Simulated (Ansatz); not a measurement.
HfSiO4:
Space group I4₁/amd, origin choice 1 (No. 141); a = b = 6.582 Å, c = 5.966 Å, α = β = γ = 90.00°

| atom | site | symmetry | x | y | z |
|---|---|---|---|---|---|
| Hf | 4a | -4m2 | 0.0000 | 0.0000 | 0.0000 |
| Si | 4b | -4m2 | 0.0000 | 0.0000 | 0.5000 |
| O | 16h | .m. | 0.3152 | 0.0000 | 0.0681 |
(The calculation used a cell of 12 atoms; values per cell refer to that cell.)

Relaxed with PBEsol.

Problem. Which orbitals make up the states near the band edges in PBEsol (plane waves, PAW; program Ansatz)?

Solution. Top 1 eV of the valence band: O 2p 96 %. Bottom 1 eV of the conduction band: Hf 5d 76 %, O 2p 10 %, Si 3p 6 %. Projections are on Löwdin-orthogonalised atomic valence shells; empty p or d shells of many metals are not among them.

Problem. Tabulate the density of states.

Solution. States/eV per cell of 12 atoms, in 0.25 eV bins, energy from the valence-band maximum.

```tsv
E (eV)	total	O 2p	Hf 5d	Si 3p
-7.85	0.00	0.00	0.00	0.00
-7.60	0.22	0.14	0.02	0.00
-7.35	0.92	0.60	0.09	0.01
-7.10	2.96	1.91	0.31	0.03
-6.85	2.38	1.54	0.23	0.03
-6.60	1.77	1.16	0.15	0.03
-6.35	1.92	1.27	0.14	0.03
-6.10	3.10	2.06	0.18	0.05
-5.85	2.93	1.97	0.14	0.06
-5.60	2.20	1.56	0.19	0.19
-5.35	7.11	5.07	0.71	0.69
-5.10	7.63	5.47	0.79	0.76
-4.85	4.00	2.91	0.45	0.40
-4.60	8.39	6.30	0.79	0.76
-4.35	5.19	3.91	0.50	0.44
-4.10	4.54	3.37	0.51	0.36
-3.85	6.79	5.17	0.77	0.47
-3.60	8.01	6.37	0.76	0.42
-3.35	8.14	6.59	0.65	0.39
-3.10	8.09	6.50	0.72	0.40
-2.85	9.08	7.37	0.99	0.29
-2.60	6.67	5.55	0.69	0.14
-2.35	8.35	7.12	0.79	0.11
-2.10	10.96	9.49	0.90	0.14
-1.85	8.69	7.74	0.52	0.10
-1.60	7.05	6.36	0.38	0.09
-1.35	9.17	8.36	0.38	0.16
-1.10	12.54	11.64	0.40	0.16
-0.85	14.07	13.26	0.39	0.10
-0.60	9.92	9.51	0.18	0.04
-0.35	7.47	7.25	0.08	0.02
-0.10	1.74	1.71	0.01	0.00
0.15	0.00	0.00	0.00	0.00
0.40	0.00	0.00	0.00	0.00
0.65	0.00	0.00	0.00	0.00
0.90	0.00	0.00	0.00	0.00
1.15	0.00	0.00	0.00	0.00
1.40	0.00	0.00	0.00	0.00
1.65	0.00	0.00	0.00	0.00
1.90	0.00	0.00	0.00	0.00
2.15	0.00	0.00	0.00	0.00
2.40	0.00	0.00	0.00	0.00
2.65	0.00	0.00	0.00	0.00
2.90	0.00	0.00	0.00	0.00
3.15	0.00	0.00	0.00	0.00
3.40	0.00	0.00	0.00	0.00
3.65	0.00	0.00	0.00	0.00
3.90	0.00	0.00	0.00	0.00
4.15	0.00	0.00	0.00	0.00
4.40	0.00	0.00	0.00	0.00
4.65	0.00	0.00	0.00	0.00
4.90	0.00	0.00	0.00	0.00
5.15	0.00	0.00	0.00	0.00
5.40	2.70	0.20	2.09	0.26
5.65	7.78	0.74	6.17	0.50
5.90	3.89	0.56	2.90	0.21
6.15	3.04	0.34	2.12	0.10
6.40	6.05	0.50	4.32	0.25
6.65	11.51	1.08	8.23	0.45
6.90	5.56	0.54	3.41	0.38
7.15	6.07	0.65	3.74	0.40
7.40	5.20	0.69	2.76	0.36
7.65	5.29	0.82	2.61	0.52
7.90	6.47	1.13	3.53	0.46
8.15	5.97	1.16	3.45	0.31
8.40	2.76	0.44	1.31	0.21
8.65	2.23	0.31	0.88	0.28
8.90	4.01	0.62	1.67	0.58
9.15	5.18	0.96	1.82	0.96
9.40	7.27	1.59	1.39	2.41
9.65	7.60	1.78	1.89	2.32
9.90	6.80	1.44	2.00	1.96
10.15	4.86	0.86	1.55	1.30
```

Space group I4_1/amd. Symmetry was held in the PBEsol relaxation. The run is not spin-polarised. Scalar-relativistic: spin–orbit coupling is off unless named, which matters more the heavier the elements.

Potentials: the later of the program's two PAW sets.
